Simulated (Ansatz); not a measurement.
**An elastic constant from a strain scan in Ca**

All numbers below come from DFT r2SCAN, scalar-relativistic, plane waves, PAW in Ansatz. Cutoff 500 eV, Γ-centred 16×16×16 k-points, Gaussian smearing of 0.15 eV. No spin polarisation. Energies are free energies at this smearing, counted from the undisturbed cell; pressure is positive in compression.

Zero of the scan (as given, not relaxed at this level; it stands at -0.6 GPa; this bcc form isn't the usual structure):

```
Ca
1.0
    -2.24000    2.24000    2.24000
     2.24000   -2.24000    2.24000
     2.24000    2.24000   -2.24000
Ca
1
Cartesian
  0.0000 0.0000 0.0000
```

The cell is strained by ε times the Voigt pattern (1, 1, 0, 0, 0, 0) (xx, yy, zz, yz, xz, xy; engineering shear) with fractional coordinates fixed. The cell holds 1 atom in V0 = 44.96 Å³. The stress column is τ = (1/V0) dE/dε, got from the stress tensor σ (compression positive) at each point as −det(1 + εP) σ : P(1 + εP)⁻¹, with P the pattern as a tensor.

| ε | ΔE (meV/atom) | τ (GPa) |
| --- | --- | --- |
| -0.0200 | -3.366 | -0.075 |
| -0.0150 | -3.231 | 0.267 |
| -0.0100 | -2.620 | 0.603 |
| -0.0050 | -1.541 | 0.934 |
| 0.0000 | 0.000 | 1.261 |
| 0.0050 | 1.994 | 1.581 |
| 0.0100 | 4.435 | 1.896 |
| 0.0150 | 7.312 | 2.205 |
| 0.0175 | 8.912 | 2.356 |
| 0.0200 | ? | ? |

**Question.** Which combination of elastic constants does this scan measure, and how large is it?

**Answer.** For small ε, τ = τ0 + Kε with K = pᵀCp, which for this pattern is 2(C11 + C12) in the cubic axes. The parabola through τ at ε = -0.0050, 0 and 0.0050 has slope K = 65 GPa at zero. The energies per cell, E = NΔE, of the same two points give K = 2[E(ε₊)/ε₊ − E(ε₋)/ε₋]/[(ε₊ − ε₋)V0] = 65 GPa, in agreement.

**Question.** Predict the withheld row at ε = 0.0200 from the harmonic law, and compare.

**Answer.** ΔE = V0(τ0 ε + Kε²/2)/N = 10.705 meV/atom and τ = 2.55 GPa. The calculation gives 10.618 meV/atom and 2.51 GPa, a miss of 0.8 % of the harmonic energy, so the harmonic law still holds here.

In a metal these slopes depend on the k mesh and the smearing.